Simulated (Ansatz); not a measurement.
# DFT+U series on YbI2 (P-3m1)

```yaml
crystal:
  lattice:
    - [4.49570, 0.00000, 0.00000]
    - [-2.24785, 3.89339, 0.00000]
    - [0.00000, 0.00000, 7.69703]
  atoms:
    - { symbol: Yb, position: [0.00000, 0.00000, 0.00000] }
    - { symbol: I, position: [0.33333, 0.66667, 0.76912] }
    - { symbol: I, position: [0.66667, 0.33333, 0.23088] }
```

The source of the geometry is a structure from the Materials Project; atoms and cell stay fixed.

Functional, mesh and filling: PBEsol, 6×6×3 k mesh, Fermi–Dirac smearing of 0.05 eV. PAW means Ansatz 0.2.0 on its default frozen-core files; LAPW is all-electron LAPW in Ansatz 0.2.0. Site moments are integrated in spheres about the atoms, whose radii differ between the methods. Start moments of the first PAW run (μB): Yb1 1.

U is Dudarev's effective value on Löwdin-orthogonalised free-atom orbitals with fully localised double counting, unless a row says otherwise (a row with U and J takes Liechtenstein's form); the search for lower states is left at its default. Gaps are Kohn–Sham gaps on the k mesh over both spins.

```tsv
run	largest site moment PAW (μB)	largest site moment LAPW (μB)	gap PAW (eV)	gap LAPW (eV)	Yb f electrons PAW	electrons LAPW	P PAW (GPa)	P LAPW (GPa)
no U	0.00	0.00	0.87	0.87	13.95	13.95	-1.3	-1.2
U = 1 eV on Yb f	0.00	0.00	1.25	1.26	13.96	13.96	-1.2	-1.1
U = 3 eV on Yb f	0.00	0.00	2.06	2.07	13.97	13.97	-1.0	-1.0
U = 5 eV on Yb f	0.00	–	?	–	13.98	–	-0.9	–
```

Q: Fill in "gap PAW (eV)" for the row "U = 5 eV on Yb f".

A: 2.85.

Q: How does the PAW gap respond to U?

A: From U = 0 to 5 eV it goes from 0.87 to 2.85 eV, a mean slope of 0.40, by way of 0.87, 1.25, 2.06, 2.85 eV. A slope near one would mean that both band edges belong to the corrected shell, and a slope near zero that neither does.

The PAW files were made with PBE; the program remakes their cores once for the run's functional and then keeps them frozen. Spin–orbit coupling is left out although heavy atoms are present. With open f shells a run can end in a state that isn't the lowest. None of this fixes the real material's magnetic order: only patterns that fit the cell were computed, without spin fluctuations and on one mesh and smearing, with a functional that can overstate moments.
